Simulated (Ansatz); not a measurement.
MoS2:
```yaml
crystal:
  lattice:
    - [1.58804, 0.91685, 6.22404]
    - [-1.58804, 0.91685, 6.22404]
    - [0.00000, -1.83371, 6.22404]
  atoms:
    - { symbol: Mo, position: [0.00000, 0.00000, 0.00000] }
    - { symbol: S, position: [0.74977, 0.74977, 0.74977] }
    - { symbol: S, position: [0.58353, 0.58353, 0.58353] }
```

x, y and z are the axes in which the lattice vectors are written.

### Question
Give the proper piezoelectric stress tensor with relaxed ions from plane-wave PAW r²SCAN+D4 (Ansatz code).

### Answer
In C/m², rows x, y, z, Voigt columns; mesh uncertainty up to 0.01.
```
 0.00   0.00   0.00   0.00  -0.02  -0.53
-0.53   0.53   0.00  -0.02   0.00   0.00
 0.00   0.00  -0.08   0.00   0.00   0.00
```

The elastic tensor of the same run (GPa):

```
 231  61.2  11.3   3.3   0.0   0.0
61.2   231  11.3  -3.3   0.0   0.0
11.3  11.3  40.1   0.0   0.0   0.0
 3.3  -3.3   0.0  14.1   0.0   0.0
 0.0   0.0   0.0   0.0  14.1   3.3
 0.0   0.0   0.0   0.0   3.3  84.8
```

### Question
Convert to strain constants d = e·S.

### Answer
In pC/N:
```
 0.0   0.0   0.0   0.0  -0.3  -6.2
-3.1   3.1   0.0  -0.3   0.0   0.0
 0.1   0.1  -2.0   0.0   0.0   0.0
```

Space group R3m. The cell was relaxed with r²SCAN+D4 under the symmetry of its start; of distortions, only those at the zone centre were tested. The run is not spin-polarised.

Potentials: the later of the program's two PAW sets.
